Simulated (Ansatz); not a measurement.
MgSe:
```yaml
crystal:
  lattice:
    - [0.00000, 2.73611, 2.73611]
    - [2.73611, 0.00000, 2.73611]
    - [2.73611, 2.73611, 0.00000]
  atoms:
    - { symbol: Se, position: [0.00000, 0.00000, 0.00000] }
    - { symbol: Mg, position: [0.50000, 0.50000, 0.50000] }
```

Relaxed with r²SCAN.

Problem. Map the valence electron density (e/Å³), cut off at 3 on the plane through (0.000, 0.000, 0.000) spanned by u = [1, 0, 0] and v = [0, 1, -1] in lattice vectors, from plane-wave PAW r²SCAN (Ansatz code).

Solution. x is the fraction of u, y of v (the angle between them is 90°; rows are the nearest grid lines); atoms in the plane: Se at (0.00, 0.00), Mg at (0.50, 0.50).
```
|@@@@-.        .-@@@@|
|@@@#:.        .:#@@@|
|@@@=:.        .:=@@@|
|@#=:..        ..:=#@|
|-::..          ..::-|
|....            ....|
|         ..         |
|       .+@@+.       |
|       +@@@@+       |
|      .@@@@@@.      |
|      .@@@@@@.      |
|       +@@@@+       |
|       .+@@+.       |
|         ..         |
|....            ....|
|-::..          ..::-|
|@#=:..        ..:=#@|
|@@@=:.        .:=@@@|
|@@@#:.        .:#@@@|
|@@@@-.        .-@@@@|
```
Scale: ten equal steps from 0.080 (start of ' ') to 3.00 (end of '@'), in the order ' .:-=+*#%@'; x runs from 0.000 to 1.00, y from 0.000 (bottom) to 1.00 (top).

The density is the valence pseudo-density with augmentation charge, so density and ELF within about 1 Å of a nucleus are not all-electron values.

Space group Fm-3m (rock salt). The r²SCAN relaxation kept the symmetry of its start.

Potentials: the later of the program's two PAW sets.
